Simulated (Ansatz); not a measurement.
Input:

TiSi2:
```cif
data_Si4Ti2
_chemical_formula_sum 'Si4 Ti2'
_space_group_name_H-M_alt 'P 1'
_space_group_IT_number 1
_cell_length_a 5.92496
_cell_length_b 4.88762
_cell_length_c 4.75545
_cell_angle_alpha 75.807
_cell_angle_beta 53.105
_cell_angle_gamma 51.088
loop_
_space_group_symop_operation_xyz
  'x, y, z'
loop_
_atom_site_label
_atom_site_type_symbol
_atom_site_fract_x
_atom_site_fract_y
_atom_site_fract_z
_atom_site_occupancy
Si1 Si 0.66208 0.33792 0.66208 1
Si2 Si 0.33792 0.66208 0.33792 1
Si3 Si 0.58792 0.91208 0.58792 1
Si4 Si 0.91208 0.58792 0.91208 1
Ti1 Ti 0.00000 0.00000 0.00000 1
Ti2 Ti 0.25000 0.25000 0.25000 1
```

This is the r²SCAN-relaxed structure.

### Question
All from r²SCAN (plane waves, PAW; program Ansatz), unless another level is named. Predict the electronic character.

### Answer
metallic (no gap).

### Question
Give the density of states at the Fermi level.

### Answer
0.36 states/eV per atom (mean over ±0.08 eV).

### Question
What about the formation energy from the elements (no fitted shifts)?

### Answer
-50 kJ/mol-atom.

Space group Fddd. The r²SCAN relaxation kept the symmetry of its start. The run is not spin-polarised. The references are the lowest solids computed at this level, not always the standard phases.

Potentials: the later of the program's two PAW sets.
